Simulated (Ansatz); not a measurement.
ZnGeP2:
```
CELL_PARAMETERS angstrom
     -2.71225     2.71225     5.35461
      2.71225    -2.71225     5.35461
      2.71225     2.71225    -5.35461
ATOMIC_POSITIONS crystal
  Ge 0.50000 0.50000 0.00000
  Ge 0.25000 0.75000 0.50000
  Zn 0.00000 0.00000 0.00000
  Zn 0.75000 0.25000 0.50000
  P  0.37500 0.37667 0.50167
  P  0.62333 0.12500 0.99833
  P  0.87500 0.87333 0.49833
  P  0.12667 0.62500 0.00167
```

Relaxed with PBEsol. Special points in fractions of this cell's reciprocal vectors: Γ (0.000, 0.000, 0.000); X (0.000, 0.000, 0.500); P (0.250, 0.250, 0.250); N (0.000, 0.500, 0.000); M (0.500, 0.500, -0.500); S (0.314, 0.686, -0.314); S0 (-0.314, 0.314, 0.314); R (-0.128, 0.128, 0.500); G (0.500, 0.500, -0.128).

List the band energies nearest the valence-band maximum at these points for PBEsol in the plane-wave PAW code Ansatz.

In eV from the valence-band maximum; about four levels below and three above (degenerate sets whole), none deeper than 8.9 eV; points with the same levels are listed once.

| k | below | above |
|---|---|---|
| Γ | -2.67 -2.67 -0.07 -0.07 0.00 | 1.24 1.38 1.50 |
| X | -1.23 -1.23 -0.78 -0.78 | 1.16 1.16 2.96 2.96 |
| P | -1.21 -1.21 -1.15 -1.15 | 1.81 1.81 2.81 2.81 |
| N | -2.56 -1.95 -1.70 -1.02 | 2.37 2.46 2.72 |
| M | -1.97 -1.97 -1.42 -1.42 | 1.12 1.12 1.32 1.32 |
| S | -2.43 -2.17 -1.20 -0.90 | 1.31 2.41 2.52 |
| R | -1.34 -1.34 -1.14 -1.14 | 1.55 1.55 3.43 3.43 |

Space group I-42d (chalcopyrite). The PBEsol relaxation kept the symmetry of its start. Scalar-relativistic: spin–orbit coupling is off unless named, which matters more the heavier the elements.

Potentials: the later of the program's two PAW sets.
